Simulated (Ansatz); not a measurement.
SnO₂:
```xyz
3
Lattice="3.2164 0.0000 0.0000 -1.6082 2.7855 0.0000 0.0000 0.0000 4.5934" Properties=species:S:1:pos:R:3 pbc="T T T"
Sn     0.0000     0.0000     0.0000
O      0.0000     1.8570     1.0107
O      1.6082     0.9285     3.5827
```

Relaxed with PBE+D3(BJ). Special points in fractions of this cell's reciprocal vectors: Γ (0.000, 0.000, 0.000); M (0.500, 0.000, 0.000); K (0.333, 0.333, 0.000); A (0.000, 0.000, 0.500); L (0.500, 0.000, 0.500); H (0.333, 0.333, 0.500).

Question: List the band energies nearest the valence-band maximum at these points for PBE+D3(BJ) (plane waves, PAW; program Ansatz).

Answer: In eV from the valence-band maximum; about four levels below and three above (degenerate sets whole), none deeper than 8.9 eV; … stands for higher levels left out; points with the same levels are listed once.

```json
[
 {"k": "Γ", "below": "-1.35 -1.35 -0.97 -0.97 -0.06", "above": "1.87 5.83 …"},
 {"k": "M", "below": "-3.16 -1.72 -0.49 -0.36", "above": "5.34 7.45 …"},
 {"k": "K", "below": "-3.53 -3.53 -2.57 -0.68 -0.68", "above": "6.07 …"},
 {"k": "A", "below": "-1.41 -1.41 -0.89 -0.89", "above": "3.36 5.52 …"},
 {"k": "L", "below": "-3.01 -1.09 -0.69 -0.40", "above": "5.22 7.01 …"},
 {"k": "H", "below": "-3.94 -3.94 -2.99 -0.09 -0.09", "above": "6.16 9.00 …"}
]
```

Space group P-3m1 (CdI2 type). A made-up cell: these elements were put on the sites of a structure type; neither database checked (COD, Materials Project) lists it. It is not the phase usual at ambient conditions (space group No. 136). The PBE+D3(BJ) relaxation kept the symmetry of its start; phonons on a q-mesh show no instability. Scalar-relativistic: spin–orbit coupling is off unless named, which matters more the heavier the elements.

Potentials: the later of the program's two PAW sets.
